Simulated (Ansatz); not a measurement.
Relaxed-ion elastic tensor of RbTcO₄ in space group I4_1/a (No. 88; Rb on 4a, Tc on 4b, O on 16f) in GPa (Voigt order), the program Ansatz at the LDA level (PAW); density 4.06 g/cm³, 16.88 Å³ per atom.

```
42.4  28.0  22.4   0.0   0.0  -3.9
28.0  42.4  22.4   0.0   0.0   3.9
22.4  22.4  40.2   0.0   0.0   0.0
 0.0   0.0   0.0  13.9   0.0   0.0
 0.0   0.0   0.0   0.0  13.9   0.0
-3.9   3.9   0.0   0.0   0.0  17.7
```

Is the crystal mechanically stable?

Yes: the smallest eigenvalue of C is 10.2 GPa.

Work out the Voigt, Reuss and Hill averages.

K_V = 30.1, K_R = 29.9, K_H = 30.0; G_V = 12.6, G_R = 10.7, G_H = 11.7 GPa.

Give Young's modulus, Poisson's ratio, Pugh's ratio and the universal anisotropy index.

E = 9KG/(3K + G) = 31.0 GPa; ν = 0.33; K/G = 2.57 (ductile by the Pugh limit of 1.75); A_U = 5G_V/G_R + K_V/K_R − 6 = 0.87.

Estimate the sound speeds and the Debye temperature.

v_l = √((K + 4G/3)/ρ) = 3350 m/s, v_t = √(G/ρ) = 1690 m/s, mean 1900 m/s; Θ = (h/k)(3n/4πV)^(1/3) v_m = 221 K.

Solve the Christoffel equation for the three sound speeds along x, y, z.

Eigenvalues of C_ijkl n_j n_l equal ρv². In km/s, slowest first: x 1.85, 2.05, 3.26; y 1.85, 2.05, 3.26; z 1.85, 1.85, 3.15.

How much does each axis shrink under pressure?

Linear compressibilities β_i = Σ_j S_ij (j = 1 to 3): x 9.7, y 9.7, z 14 per TPa.

The workflow started from a Materials Project entry (that database holds measured and hypothetical structures alike); the Crystallography Open Database copy checked does not list it. Its standing as an ambient phase is unchecked. Symmetry was held in the LDA relaxation; whether a distortion lowers the energy is not shown. No spin polarisation was allowed.

Potentials: the later of the program's two PAW sets.
